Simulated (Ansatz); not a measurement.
## ScHg (Pm-3m), clamped-ion strain scan

Method: DFT PBEsol, scalar-relativistic, plane waves, PAW in Ansatz 0.2.0. The runs took a 420 eV cutoff, a Γ-centred 14×14×14 mesh and Gaussian smearing (0.15 eV). Spin–orbit coupling is left out, which can shift energies with elements as heavy as these. No spin polarisation. Energies are free energies at this smearing, counted from the undisturbed cell; pressure is positive in compression.

The undisturbed cell (as given, not relaxed at this level; it stands at -0.9 GPa, and it needn't be the usual structure):

```
Sc Hg
1.0
     3.48000    0.00000    0.00000
     0.00000    3.48000    0.00000
     0.00000    0.00000    3.48000
Sc Hg
1 1
Cartesian
  1.7400 1.7400 1.7400
  0.0000 0.0000 0.0000
```

The cell is strained by ε times the Voigt pattern (0, 0, 0, 0, 0, 1) (xx, yy, zz, yz, xz, xy; engineering shear) with fractional coordinates fixed. The cell is metallic on the mesh throughout.

```tsv
ε	ΔE (meV/atom)
-0.0200	1.4
-0.0100	0.3
0.0000	0.0
0.0050	0.1
0.0150	0.8
```

Q: Predict the stress summed along the pattern (GPa, tension positive) at each point.

A:
```
      ε  stress summed along the pattern (GPa, tension positive)
-0.0200                                                    -1.04
-0.0100                                                    -0.52
 0.0000                                                     0.00
 0.0050                                                     0.26
 0.0150                                                     0.78
```